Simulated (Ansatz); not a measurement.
The cell below belongs to a search over invented structures; it isn't taken from experiment.

Input and command of a plane-wave DFT calculation in Ansatz:

```yaml
crystal:
  lattice:
    - [4.34498527, 0.0, 0.0]
    - [0.0, 4.34498527, 0.0]
    - [0.0, 0.0, 7.4628126]
  atoms:
    - { symbol: Al, position: [0.5, 0.0, 0.2190589] }
    - { symbol: Al, position: [0.0, 0.5, 0.2190589] }
    - { symbol: Al, position: [0.5, 0.5, 0.6763123] }
    - { symbol: Bi, position: [0.0, 0.0, 0.07595979] }
    - { symbol: Bi, position: [0.5, 0.5, 0.95482334] }
    - { symbol: O, position: [0.5, 0.5, 0.42829649] }
basis:
  ecutwfc: 420
kpoints:
  mp_grid: { grid: [4, 4, 2] }
hamiltonian:
  xc: pbe
scf:
  occupations: { method: gaussian, width: 0.2 }
  lower_state_search: "off"
output:
  forces: true
  stress: true
  eigenvalues: true
relax:
  adjacent_minimum: "off"
  f_tol: 0.08
  max_steps: 16
  cell: { stress_tol: 0.8 }
```

```bash
ansatz run input.yaml --threads 1 --pin off --max-ram 2560MiB --backend cpu --events-out ev --progress --plain --runs-dir out
```

Processor: Arm Neoverse V1, 1 thread, on a host shared with other jobs.

Question: How long does it run, and how much memory does it take?

Answer: About 69 s, peak memory 0.34 GiB. It solves 29 bands at 12 k points (after reduction by symmetry) with about 2923 plane waves (on the last cell), in 88 SCF iterations over 13 ionic steps.
